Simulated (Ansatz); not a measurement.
Cell and atoms are relaxed with the symmetry kept. Start:

```cif
data_structure
_symmetry_space_group_name_H-M 'C2/c'
_symmetry_Int_Tables_number 15
_cell_length_a 10.1150
_cell_length_b 5.0739
_cell_length_c 7.1817
_cell_angle_alpha 90.000
_cell_angle_beta 112.031
_cell_angle_gamma 90.000
_cell_volume 341.67
loop_
_atom_site_label
_atom_site_type_symbol
_atom_site_symmetry_multiplicity
_atom_site_Wyckoff_symbol
_atom_site_fract_x
_atom_site_fract_y
_atom_site_fract_z
_atom_site_occupancy
Ti1 Ti 8 f 0.87140 0.01260 0.28140 1
Ti2 Ti 4 b 0.00000 0.50000 0.00000 1
O1 O 8 f 0.68900 0.16460 0.15420 1
O2 O 8 f 0.58100 0.65650 0.94330 1
O3 O 4 e 0.00000 0.68770 0.75000 1
```

Theory: DFT r2SCAN, scalar-relativistic, plane waves, PAW in Ansatz 0.2.0.

Settings: cutoff 500 eV, Γ-centred mesh 8×8×6 on the computed 16-atom cell, Gaussian smearing of 0.10 eV; collinear spin from starting moments 0.46 0.46 0.46 0.46 0.55 0.55 0 0 0 0 0 0 0 0 0 0 μB.

Q: What does it relax to?

A: The volume increases by 0.01 Å³/atom to 10.68 Å³/atom, and the energy falls by 3.5 meV/atom. The cell ends with a moment of 3.98 μB (only this magnetic start was tried). Final structure:
```cif
data_structure
_symmetry_space_group_name_H-M 'P 1'
_symmetry_Int_Tables_number 1
_cell_length_a 5.6932
_cell_length_b 5.6932
_cell_length_c 7.1454
_cell_angle_alpha 109.317
_cell_angle_beta 109.317
_cell_angle_gamma 52.567
_cell_volume 170.93
loop_
_atom_site_label
_atom_site_type_symbol
_atom_site_fract_x
_atom_site_fract_y
_atom_site_fract_z
_atom_site_occupancy
Ti1 Ti 0.86296 0.87567 0.28063 1
Ti2 Ti 0.12433 0.13704 0.21937 1
Ti3 Ti 0.13704 0.12433 0.71937 1
Ti4 Ti 0.87567 0.86296 0.78063 1
Ti5 Ti 0.50000 0.50000 0.00000 1
Ti6 Ti 0.50000 0.50000 0.50000 1
O1 O 0.53479 0.84401 0.15634 1
O2 O 0.15599 0.46521 0.34366 1
O3 O 0.46521 0.15599 0.84366 1
O4 O 0.84401 0.53479 0.65634 1
O5 O 0.92246 0.23806 0.94224 1
O6 O 0.76194 0.07754 0.55776 1
O7 O 0.07754 0.76194 0.05776 1
O8 O 0.23806 0.92246 0.44224 1
O9 O 0.30641 0.69359 0.75000 1
O10 O 0.69359 0.30641 0.25000 1
```

The state reached may not be the lowest one.

Cost: 1 run of about 2.5 core-hours, on Intel Xeon Processor @ 2.50GHz (Skylake/Cascade Lake) (shared hosts).